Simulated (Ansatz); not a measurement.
# ZnSe$_{2}$: how the free axis answers a strain

ZnSe$_{2}$, Pa-3, a = 6.307 Å. The structure is a Materials Project entry; whether it is the stable form wasn't checked. Ansatz: r2SCAN, PAW, 500 eV, Γ-centred 4×4×4 mesh on 12 atoms, Gaussian smearing 0.02 eV; no spin polarisation. Series: biaxial strain in the a-b plane, c and atoms relaxed; x is the strain in per cent. y is the change of c in per cent of 6.307 Å.

```tsv
x (%)	y (%)
-3.0	?
-1.5	1.88
0.0	0.00
1.5	-1.74
3.0	-3.28
```

Task: Fit y = c1 x + c2 x² to the other rows, say what c1 measures, and predict the missing y.

Result: Least squares on the rows shown. y = −1.203 x + 0.03596 x². With no stress along c, c1 = −2C12/C11 = -1.203. At x = -3.0 the fit asked for gives 3.93 %. The run gave 3.87 %, so the fit is 0.06 % too high, 0.84 % of the span of the series, against an rms of 0.01 % on the fitted rows. The row lies outside the fitted range. With a term in x³ added, a fit to the same known rows (none to spare) predicts 3.84 %, a smaller miss on the other side.